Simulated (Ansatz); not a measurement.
One crystal and one scan (scan of one atom of the cell) at two levels, PBE (plane waves to 420 eV, PAW, scalar-relativistic; Ansatz, a program for electronic structure) and r2SCAN (plane waves to 500 eV, PAW, scalar-relativistic; Ansatz), each from its own relaxed cell and on its own mesh. The cell shown is that of PBE.

Starting cell, BaTiO₃ (tetragonal-perovskite type, space group P4mm):

```
CELL_PARAMETERS angstrom
      3.98546     0.00000     0.00000
      0.00000     3.98546     0.00000
      0.00000     0.00000     4.20133
ATOMIC_POSITIONS crystal
  Ti 0.50000 0.50000 0.45767
  Ba 0.00000 0.00000 0.94044
  O  0.50000 0.50000 0.88899
  O  0.50000 0.00000 0.40945
  O  0.00000 0.50000 0.40945
```

Scan: atom 5 (O, nearest neighbour Ti at 2.003 Å; its periodic images, 4.0 Å or more away, move with it) is displaced along Cartesian [111], direction (0.577, 0.577, 0.577) in Cartesian axes, by s. The other atoms stay.

E stands for the smeared free energy. BaTiO3 is run without spin polarisation. BaTiO3 was relaxed with its symmetry unable to fall. Both scans cover s from -0.400 to 0.400 Å.

ΔE (meV/cell), each from the undisplaced structure of its own level:

| s (Å) | PBE | r2SCAN |
|---|---|---|
| -0.400 | 475 | 530 |
| -0.320 | 295 | 328 |
| -0.240 | 161 | 180 |
| -0.160 | 70 | 78 |
| -0.080 | 17 | 19 |
| 0.000 | 0 | 0 |
| 0.080 | 17 | 19 |
| 0.160 | 71 | 79 |
| 0.240 | 164 | withheld |
| 0.320 | 300 | 332 |
| 0.400 | 486 | 538 |

### Question
Estimate the r2SCAN value at 0.240 from the PBE value there and the ratio of the two levels in the two nearest given rows on that side of the minimum.

### Answer
At 0.160 and 0.320 the ratio r2SCAN/PBE averages 1.110, which gives 1.110 × 164 = 182 meV/cell. The calculation gives 181 meV/cell, +10.4 % against PBE.

(For displaced atoms, the force is minus the slope of the energy, and its curvature is a force constant, which sets phonon frequencies.)
